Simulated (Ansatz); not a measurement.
GaMo3N (anti-perovskite, space group No. 221) is relaxed with plane-wave PAW r²SCAN (Ansatz code). What lattice parameters of the conventional cell result?

a = 4.085 Å.

Is it a metal or does it have a gap at this level?

No gap at this level.

Space group Pm-3m (anti-perovskite). The start of the workflow was typed in or built on a structure type; neither database checked (COD, Materials Project) lists it. Whether it is the stable phase at ambient conditions was not checked. The cell was relaxed with r²SCAN under the symmetry of its start; whether a distortion lowers the energy is not shown. The workflow began spin-polarised and lost its moments. Scalar-relativistic: spin–orbit coupling is off unless named, which matters more the heavier the elements.

Potentials: the earlier of the program's two PAW sets.
